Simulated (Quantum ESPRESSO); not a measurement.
# Where does Si sit best among Ge sites?

These are calculations, not measurements. They come from pw.x of Quantum ESPRESSO 7.5, a plane-wave density functional program, with PseudoDojo standard norm-conserving files (v0.5 for PBE, v0.4.1 for LDA and PBEsol). The cells are made up: elements, strain and atom displacements were drawn at random, and nothing was relaxed. There is no spin polarisation, spin-orbit coupling or dispersion term.

The cell has 8 sites of a zincblende or diamond lattice. Sites 1 to 4 hold Ge empty Ge P; sites 5 to 8 hold X X X X. Cell vectors in Å: (5.317, 0.041, -0.026); (0.041, 5.440, -0.060); (-0.026, -0.060, 5.432). Settings: PBE, cutoff 1061 eV, 6 x 6 x 6 k mesh shifted by half a step, Fermi-Dirac smearing of 0.1 eV.

In each run one of the sites marked X holds Si and the others hold Ge; cell and positions stay the same. E is the free energy of the cell.

| site of the guest | first shell | mean distance (Å) | E above the lowest (eV) | P (GPa) | force on the guest (eV/Å) |
| --- | --- | --- | --- | --- | --- |
| 5 | Ge2P | 2.316 | 0.000 | 7.55 | 2.349 |
| 6 | Ge2P | 2.346 | 0.057 | 7.63 | 1.582 |
| 7 | Ge2P | 2.346 | 0.063 | 7.66 | 1.423 |
| 8 | Ge2P | 2.343 | 0.052 | 7.62 | 1.829 |

A rerun of one of these cells at 1347 eV and k mesh 8 x 8 x 8 moved values by no more than 0.003 eV in the cell's energy, 0.08 GPa in stress and 0.004 eV/Å in force.

## Reading the table

Site 5 is lowest, by 0.052 eV, over three times the rerun's bound. A straight line of energy against the mean distance has a slope of 2.0 ± 0.2 eV/Å, so the guest costs less on the tighter sites. The positions are random and not relaxed, so the differences hold for this frozen cell and are not site preferences of a real crystal.